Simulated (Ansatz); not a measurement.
Relaxed-ion elastic tensor of BeS (wurtzite, P6_3mc) in GPa (Voigt order), plane-wave PAW PBE (Ansatz code); density 2.35 g/cm³, 14.51 Å³ per atom.

```csv
,1,2,3,4,5,6
1,186,52.9,35.5,0.0,0.0,0.0
2,52.9,186,35.5,0.0,0.0,0.0
3,35.5,35.5,214,0.0,0.0,0.0
4,0.0,0.0,0.0,55.4,0.0,0.0
5,0.0,0.0,0.0,0.0,55.4,0.0
6,0.0,0.0,0.0,0.0,0.0,66.8
```

Problem. Is the crystal mechanically stable?

Solution. Yes: the smallest eigenvalue of C is 55.4 GPa.

Problem. Work out the Voigt, Reuss and Hill averages.

Solution. K_V = 92.7, K_R = 92.6, K_H = 92.7; G_V = 66.3, G_R = 64.5, G_H = 65.4 GPa.

Problem. Give Young's modulus, Poisson's ratio, Pugh's ratio and the universal anisotropy index.

Solution. E = 9KG/(3K + G) = 159 GPa; ν = 0.21; K/G = 1.42 (brittle by the Pugh limit of 1.75); A_U = 5G_V/G_R + K_V/K_R − 6 = 0.14.

Problem. Estimate the sound speeds and the Debye temperature.

Solution. v_l = √((K + 4G/3)/ρ) = 8750 m/s, v_t = √(G/ρ) = 5280 m/s, mean 5830 m/s; Θ = (h/k)(3n/4πV)^(1/3) v_m = 712 K.

Problem. How much does each axis shrink under pressure?

Solution. Linear compressibilities β_i = Σ_j S_ij (j = 1 to 3): x 3.7, y 3.7, z 3.5 per TPa.

A made-up cell: these elements were put on the sites of a structure type; neither database checked (COD, Materials Project) lists it. COD files the formula under space group No. 216, so this cell is another polymorph or a model. Whether it is the stable phase at ambient conditions was not checked. The cell was relaxed with PBE under the symmetry of its start; phonons on a q-mesh show no instability.

Potentials: the later of the program's two PAW sets.
